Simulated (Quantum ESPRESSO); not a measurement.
# Al4O4FN: one run as intended and one with a planted mistake

Computed values, not a measurement. The program is pw.x of Quantum ESPRESSO 7.5 (plane-wave density functional theory). The cell is made up: 10 atoms on a corundum lattice, with randomly drawn elements, strain and displacements, not relaxed. PseudoDojo standard norm-conserving files (v0.5 for PBE, v0.4.1 for LDA and PBEsol) set the functional; there is no spin polarisation, spin-orbit coupling or dispersion term, and the masses in the input are unused placeholders.

Intended input:

```
&control calculation='scf', pseudo_dir='./dojo.nc.sr.pbe.v0_5.standard.upf', outdir='./o', disk_io='medium', tprnfor=.true., tstress=.true. /
&system ibrav=0, nat=10, ntyp=4, nbnd=30, ecutwfc=84.00895049, nosym=.true., tot_charge=0,
 occupations='smearing', smearing='fd', degauss=0.0018374661
/
&electrons conv_thr=7.350e-09, electron_maxstep=60, /
ATOMIC_SPECIES
Al 1.0 Al.upf
F 1.0 F.upf
N 1.0 N.upf
O 1.0 O.upf
CELL_PARAMETERS angstrom
2.405 1.4168 4.3193
-2.5487 1.4177 4.398
-0.0711 -2.8525 4.3644
ATOMIC_POSITIONS angstrom
Al -0.0611 -0.1146 4.7096
Al -0.0791 -0.0553 1.8993
Al -0.0571 0.0265 8.539
Al -0.1684 0.0465 11.175
O -1.003 1.3073 7.7498
F -0.89 -1.6513 7.6319
O 1.5892 0.1685 7.5856
O 0.809 -1.4902 5.5496
O 0.7036 1.4446 5.3949
N -1.6791 -0.1125 5.4681
K_POINTS automatic
5 5 5 1 1 1
```

The log is shortened where brackets say so; the opening notice, blank lines, dates and the lines on written files are dropped, and the path of the files is cut. It prints rydbergs, bohrs and kilobars, and counts compression as positive stress. Where no state is partly filled, the Fermi energy that it prints is only some level between the filled and the empty states on the mesh, and need not lie in the true gap.

Log of the intended run:

```
     Program PWSCF v.7.5
     Parallel version (MPI & OpenMP), running on       1 processor cores
     Number of MPI processes:                 1
     Threads/MPI process:                     1
     [start-up lines left out]
     bravais-lattice index     =            0
     lattice parameter (alat)  =       9.7184  a.u.
     unit-cell volume          =     622.2395 (a.u.)^3
     number of atoms/cell      =           10
     number of atomic types    =            4
     number of electrons       =        48.00
     number of Kohn-Sham states=           30
     kinetic-energy cutoff     =      84.0090  Ry
     charge density cutoff     =     336.0358  Ry
     scf convergence threshold =      7.3E-09
     mixing beta               =       0.7000
     number of iterations used =            8  plain     mixing
     Exchange-correlation= PBE
                           (   1   4   3   4   0   0   0)
     [axes and pseudopotential details left out]
   Cartesian axes
     site n.     atom                  positions (alat units)
         1        Al     tau(   1) = (  -0.0118808  -0.0222839   0.9157777  )
         2        Al     tau(   2) = (  -0.0153809  -0.0107530   0.3693173  )
         3        Al     tau(   3) = (  -0.0111030   0.0051529   1.6604013  )
         4        Al     tau(   4) = (  -0.0327452   0.0090419   2.1729692  )
         5        O      tau(   5) = (  -0.1950325   0.2542034   1.5069420  )
         6        F      tau(   6) = (  -0.1730597  -0.3210939   1.4840165  )
         7        O      tau(   7) = (   0.3090186   0.0327647   1.4750135  )
         8        O      tau(   8) = (   0.1573094  -0.2897681   1.0791150  )
         9        O      tau(   9) = (   0.1368144   0.2809012   1.0490337  )
        10        N      tau(  10) = (  -0.3264996  -0.0218755   1.0632674  )
     number of k points=    63  Fermi-Dirac smearing, width (Ry)=  0.0018
                       cart. coord. in units 2pi/alat
        k(    1) = (   0.0018742   0.0001592   0.1179683), wk =   0.0320000
        k(    2) = (   0.0030746  -0.2406266   0.1962815), wk =   0.0320000
     [further k points left out]
     Dense  grid:    64731 G-vectors     FFT dimensions: (  60,  60,  60)
     Estimated max dynamical RAM per process >      90.21 MB
     Initial potential from superposition of free atoms
     starting charge      47.9902, renormalised to      48.0000
     Starting wfcs are   40 randomized atomic wfcs
     total cpu time spent up to now is       11.5 secs
     per-process dynamical memory:    59.6 Mb
     Self-consistent Calculation
     iteration #  1     ecut=    84.01 Ry     beta= 0.70
     Davidson diagonalization with overlap
     ethr =  1.00E-02,  avg # of iterations =  3.3
     total cpu time spent up to now is       34.7 secs
     total energy              =    -220.90461095 Ry
     estimated scf accuracy    <       2.35588405 Ry
     iteration #  2     ecut=    84.01 Ry     beta= 0.70
     Davidson diagonalization with overlap
     ethr =  4.91E-03,  avg # of iterations =  2.3
     total cpu time spent up to now is       58.1 secs
     total energy              =    -221.56548546 Ry
     estimated scf accuracy    <       1.76272247 Ry
     [iterations 3 to 11 left out]
     iteration # 12     ecut=    84.01 Ry     beta= 0.70
     Davidson diagonalization with overlap
     ethr =  1.10E-10,  avg # of iterations =  2.0
     total cpu time spent up to now is      280.5 secs
     total energy              =    -221.89544405 Ry
     estimated scf accuracy    <       0.00000002 Ry
     iteration # 13     ecut=    84.01 Ry     beta= 0.70
     Davidson diagonalization with overlap
     ethr =  4.64E-11,  avg # of iterations =  2.0
     total cpu time spent up to now is      298.3 secs
     End of self-consistent calculation
     [lines on levels left out]
     the Fermi energy is    10.1284 ev
!    total energy              =    -221.89544406 Ry
     estimated scf accuracy    <          1.6E-09 Ry
     smearing contrib. (-TS)   =       0.00000000 Ry
     internal energy E=F+TS    =    -221.89544406 Ry
     The total energy is F=E-TS. E is the sum of the following terms:
     one-electron contribution =     -46.99510704 Ry
     hartree contribution      =      57.54963224 Ry
     xc contribution           =     -60.37763697 Ry
     ewald contribution        =    -172.07233229 Ry
     convergence has been achieved in  13 iterations
     Forces acting on atoms (cartesian axes, Ry/au):
     atom    1 type  1   force =     0.04861499   -0.01883238    0.02946889
     atom    2 type  1   force =     0.08484297   -0.07865573   -0.05762403
     atom    3 type  1   force =     0.05252216    0.04579048    0.05790991
     atom    4 type  1   force =    -0.06238536   -0.00105141   -0.06229805
     atom    5 type  4   force =    -0.06124246    0.07036556   -0.04573460
     atom    6 type  2   force =     0.01429929    0.04059551    0.01682890
     atom    7 type  4   force =     0.01751472   -0.04585483   -0.00034736
     atom    8 type  4   force =     0.04213798   -0.01037823   -0.00045761
     atom    9 type  4   force =    -0.03227403    0.04034319   -0.01173524
     atom   10 type  3   force =    -0.10403027   -0.04232216    0.07398919
     Total force =     0.272749     Total SCF correction =     0.000012
     Computing stress (Cartesian axis) and pressure
          total   stress  (Ry/bohr**3)                   (kbar)     P=       -9.56
  -0.00015474  -0.00030615   0.00046948          -22.76      -45.04       69.06
  -0.00030615  -0.00031675   0.00024615          -45.04      -46.59       36.21
   0.00046948   0.00024615   0.00027642           69.06       36.21       40.66
     init_run     :     10.62s CPU     11.38s WALL (       1 calls)
     electrons    :    277.40s CPU    286.80s WALL (       1 calls)
     forces       :      2.99s CPU      3.03s WALL (       1 calls)
     stress       :     11.38s CPU     11.43s WALL (       1 calls)
     [timing details left out]
     PWSCF        :   5m 2.55s CPU   5m13.00s WALL
     JOB DONE.
```

A second run has one planted mistake: the plane-wave cutoff is too low. The input lines that differ, file-writing options aside:

```
- &system ibrav=0, nat=10, ntyp=4, nbnd=30, ecutwfc=84.00895049, nosym=.true., tot_charge=0,
+ &system ibrav=0, nat=10, ntyp=4, nbnd=30, ecutwfc=60.12189108, nosym=.true., tot_charge=0,
```

Its log:

```
     Program PWSCF v.7.5
     Parallel version (MPI & OpenMP), running on       1 processor cores
     Number of MPI processes:                 1
     Threads/MPI process:                     1
     [start-up lines left out]
     bravais-lattice index     =            0
     lattice parameter (alat)  =       9.7184  a.u.
     unit-cell volume          =     622.2395 (a.u.)^3
     number of atoms/cell      =           10
     number of atomic types    =            4
     number of electrons       =        48.00
     number of Kohn-Sham states=           30
     kinetic-energy cutoff     =      60.1219  Ry
     charge density cutoff     =     240.4876  Ry
     scf convergence threshold =      7.3E-09
     mixing beta               =       0.7000
     number of iterations used =            8  plain     mixing
     Exchange-correlation= PBE
                           (   1   4   3   4   0   0   0)
     [axes and pseudopotential details left out]
   Cartesian axes
     site n.     atom                  positions (alat units)
         1        Al     tau(   1) = (  -0.0118808  -0.0222839   0.9157777  )
         2        Al     tau(   2) = (  -0.0153809  -0.0107530   0.3693173  )
         3        Al     tau(   3) = (  -0.0111030   0.0051529   1.6604013  )
         4        Al     tau(   4) = (  -0.0327452   0.0090419   2.1729692  )
         5        O      tau(   5) = (  -0.1950325   0.2542034   1.5069420  )
         6        F      tau(   6) = (  -0.1730597  -0.3210939   1.4840165  )
         7        O      tau(   7) = (   0.3090186   0.0327647   1.4750135  )
         8        O      tau(   8) = (   0.1573094  -0.2897681   1.0791150  )
         9        O      tau(   9) = (   0.1368144   0.2809012   1.0490337  )
        10        N      tau(  10) = (  -0.3264996  -0.0218755   1.0632674  )
     number of k points=    63  Fermi-Dirac smearing, width (Ry)=  0.0018
                       cart. coord. in units 2pi/alat
        k(    1) = (   0.0018742   0.0001592   0.1179683), wk =   0.0320000
        k(    2) = (   0.0030746  -0.2406266   0.1962815), wk =   0.0320000
     [further k points left out]
     Dense  grid:    39115 G-vectors     FFT dimensions: (  48,  50,  50)
     Estimated max dynamical RAM per process >      55.34 MB
     Check: negative core charge=   -0.000021
     Initial potential from superposition of free atoms
     starting charge      47.9902, renormalised to      48.0000
     Starting wfcs are   40 randomized atomic wfcs
     total cpu time spent up to now is        7.5 secs
     per-process dynamical memory:    38.7 Mb
     Self-consistent Calculation
     iteration #  1     ecut=    60.12 Ry     beta= 0.70
     Davidson diagonalization with overlap
     ethr =  1.00E-02,  avg # of iterations =  3.3
     total cpu time spent up to now is       22.1 secs
     total energy              =    -220.87462733 Ry
     estimated scf accuracy    <       2.31504694 Ry
     iteration #  2     ecut=    60.12 Ry     beta= 0.70
     Davidson diagonalization with overlap
     ethr =  4.82E-03,  avg # of iterations =  2.4
     total cpu time spent up to now is       34.8 secs
     total energy              =    -221.51924502 Ry
     estimated scf accuracy    <       1.72133019 Ry
     [iterations 3 to 11 left out]
     iteration # 12     ecut=    60.12 Ry     beta= 0.70
     Davidson diagonalization with overlap
     ethr =  1.07E-10,  avg # of iterations =  2.0
     total cpu time spent up to now is      190.6 secs
     total energy              =    -221.84303087 Ry
     estimated scf accuracy    <       0.00000002 Ry
     iteration # 13     ecut=    60.12 Ry     beta= 0.70
     Davidson diagonalization with overlap
     ethr =  4.36E-11,  avg # of iterations =  2.0
     total cpu time spent up to now is      203.8 secs
     End of self-consistent calculation
     [lines on levels left out]
     the Fermi energy is    10.1236 ev
!    total energy              =    -221.84303087 Ry
     estimated scf accuracy    <          1.4E-09 Ry
     smearing contrib. (-TS)   =       0.00000000 Ry
     internal energy E=F+TS    =    -221.84303087 Ry
     The total energy is F=E-TS. E is the sum of the following terms:
     one-electron contribution =     -46.89575411 Ry
     hartree contribution      =      57.47845592 Ry
     xc contribution           =     -60.35340039 Ry
     ewald contribution        =    -172.07233229 Ry
     convergence has been achieved in  13 iterations
     Forces acting on atoms (cartesian axes, Ry/au):
     atom    1 type  1   force =     0.04870551   -0.01882288    0.02957804
     atom    2 type  1   force =     0.08486793   -0.07856121   -0.05772610
     atom    3 type  1   force =     0.05236266    0.04589524    0.05786144
     atom    4 type  1   force =    -0.06215300   -0.00111396   -0.06227937
     atom    5 type  4   force =    -0.06063053    0.06989720   -0.04595619
     atom    6 type  2   force =     0.01369614    0.04047014    0.01710473
     atom    7 type  4   force =     0.01740706   -0.04538388    0.00009802
     atom    8 type  4   force =     0.04168420   -0.01046015   -0.00091257
     atom    9 type  4   force =    -0.03202621    0.04013907   -0.01164482
     atom   10 type  3   force =    -0.10391376   -0.04205957    0.07387682
     Total force =     0.272115     Total SCF correction =     0.000012
     Computing stress (Cartesian axis) and pressure
          total   stress  (Ry/bohr**3)                   (kbar)     P=     -102.93
  -0.00078645  -0.00030714   0.00047156         -115.69      -45.18       69.37
  -0.00030714  -0.00094764   0.00024403          -45.18     -139.40       35.90
   0.00047156   0.00024403  -0.00036493           69.37       35.90      -53.68
     init_run     :      6.90s CPU      7.38s WALL (       1 calls)
     electrons    :    184.79s CPU    196.32s WALL (       1 calls)
     forces       :      2.25s CPU      2.39s WALL (       1 calls)
     stress       :      9.20s CPU      9.25s WALL (       1 calls)
     [timing details left out]
     PWSCF        :   3m23.32s CPU   3m35.62s WALL
     JOB DONE.
```

|  | intended run | run with the mistake |
| --- | --- | --- |
| free energy (eV) | -3019.041 | -3018.328 |
| smearing term -TS (eV) | 0.0000 | 0.0000 |
| pressure (GPa) | -0.96 | -10.29 |
| largest force component (eV/Å) | 2.675 | 2.672 |
| largest change of a force component (eV/Å) |  | 0.016 |
| iterations | 13 | 13 |

For scale, a rerun of the intended cell at a cutoff of 1437 eV and k mesh 7 x 7 x 7 moved values by no more than 0.003 eV in energy, 0.02 GPa in stress and 0.002 eV/Å in force.